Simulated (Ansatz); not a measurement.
**Ta5N6: pressure against volume**

Ta5N6, P6_3/mcm, a = 5.185 Å, c = 10.421 Å. The structure is a COD entry; whether it is the stable form wasn't checked. Ansatz: r2SCAN, PAW, 500 eV, Γ-centred 12×12×4 mesh on 22 atoms, Gaussian smearing 0.10 eV; no spin polarisation. Shape and atoms are relaxed at each volume; pressure is positive in compression.

```tsv
V (Å³/atom)	P (GPa)
9.705	51.59
10.036	35.53
10.367	21.80
10.698	10.05
11.029	0.01
11.360	-8.57
11.690	-15.89
12.132	?
```

Task: Take V0 = 11.029 Å³/atom, count pressures from its P0 = 0.01 GPa, fit the third-order Birch–Murnaghan form to the other rows, and predict the missing pressure.

Result: With the Eulerian strain f = ½[(V0/V)^(2/3) − 1] and y = (P − P0)/[3f(1 + 2f)^(5/2)], the form is the line y = B0 + 1.5 B0 (B0′ − 4) f. Rows (f, y): 0.04450, 312.2; 0.03246, 311.7; 0.02107, 310.9; 0.01026, 310.0; -0.00976, 307.8; -0.01903, 306.9. Means f = 0.01325, y = 309.92; Σ(Δf)² = 0.002987, ΣΔfΔy = 0.2591; the slope is their ratio. y = 308.8 + 86.75 f GPa, so B0 = 308.8 GPa and B0′ = 4 + 2 × (86.75)/(3 × 308.8) = 4.19. At V = 12.132, f = -0.03078, y = 306.13 and P = -24.11 GPa. The run gave -23.97 GPa, so the fit is 0.14 GPa too low, a small miss on the scale of the series. The form still works here, 22 % of the fitted range beyond its end.

Spin–orbit coupling is left out, which can shift energies with elements as heavy as these.

Cost: 8 runs of about 71 core-minutes in all, on Intel Xeon 6975P-C (Granite Rapids) (shared hosts).